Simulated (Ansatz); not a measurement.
BeS in space group P6_422 (No. 181; Be on 3c, S on 3d) at seven volumes, r²SCAN (plane waves, PAW; program Ansatz), shape and atoms relaxed at each. One row is withheld.

| V (Å³/atom) | P (GPa) |
|---|---|
| 12.243 | 11.69 |
| 12.647 | 7.21 |
| 13.051 | 3.35 |
| 13.454 | 0.00 |
| 13.858 | -2.90 |
| 14.261 | -5.41 |
| 14.665 | ? |

Task: Fit the shown pressures and predict the withheld one.

Result: P = (3/2)B₀(x^(7/2) − x^(5/2))[1 + (3/4)(B′ − 4)(x − 1)] with x = (V₀/V)^(2/3). Least squares on the six rows gives V₀ = 13.454 Å³/atom, B₀ = 104 GPa, B′ = 3.77. At V = 14.665, x = 0.9442 and P = -7.62 GPa. The run itself gave -7.59 GPa.

The start of the workflow was typed in or built on a structure type; neither database checked (COD, Materials Project) lists it. COD files the formula under space group No. 216, so this cell is another polymorph or a model. Whether it is the stable phase at ambient conditions was not checked. Symmetry was held in the r²SCAN relaxation; whether a distortion lowers the energy is not shown.

Potentials: the earlier of the program's two PAW sets.
